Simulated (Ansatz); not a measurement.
AlN:
```xyz
2
Lattice="0.0000 2.0188 2.0188 2.0188 0.0000 2.0188 2.0188 2.0188 0.0000" Properties=species:S:1:pos:R:3 pbc="T T T"
Al     0.0000     0.0000     0.0000
N      2.0188     2.0188     2.0188
```

Relaxed with r²SCAN. Independent-particle spectrum: no excitons, no local fields, no scissors shift; 0.1 eV broadening; ε₁ of the summed bands alone.

Q: Tabulate the dielectric function from r²SCAN in the plane-wave PAW code Ansatz.

A: 

```tsv
E (eV)	ε₁ xx	ε₂ xx
0.0	4.64	0.00
0.5	4.65	0.00
1.0	4.67	0.00
1.5	4.71	0.00
2.0	4.77	0.00
2.5	4.85	0.00
3.0	4.95	0.00
3.5	5.08	0.00
4.0	5.25	0.00
4.5	5.46	0.00
5.0	5.72	0.00
5.5	6.07	0.00
6.0	6.54	0.00
6.5	7.33	0.04
7.0	8.06	0.47
7.5	9.13	0.73
8.0	11.77	1.20
8.5	12.42	6.12
9.0	11.98	9.99
9.5	9.10	13.39
10.0	0.21	18.28
10.5	-3.31	10.09
11.0	-2.34	6.22
11.5	-0.29	4.52
12.0	0.10	6.22
```

Q: From ε at 6.8 eV (xx: 7.78 + 0.35i), find n, k, the normal reflectivity and the absorption coefficient.

A: n = 2.79, k = 0.063, R = 22 %, α = 2kE/ħc = 43000 cm⁻¹.

With all bands, ε∞ without local fields is 4.71.

Space group Fm-3m (rock salt). This is a known high-pressure phase of the composition, computed here at zero pressure and temperature. Symmetry was held in the r²SCAN relaxation; whether a distortion lowers the energy is not shown. The volume moved by -17 % from the start of the relaxation.

Potentials: the later of the program's two PAW sets.
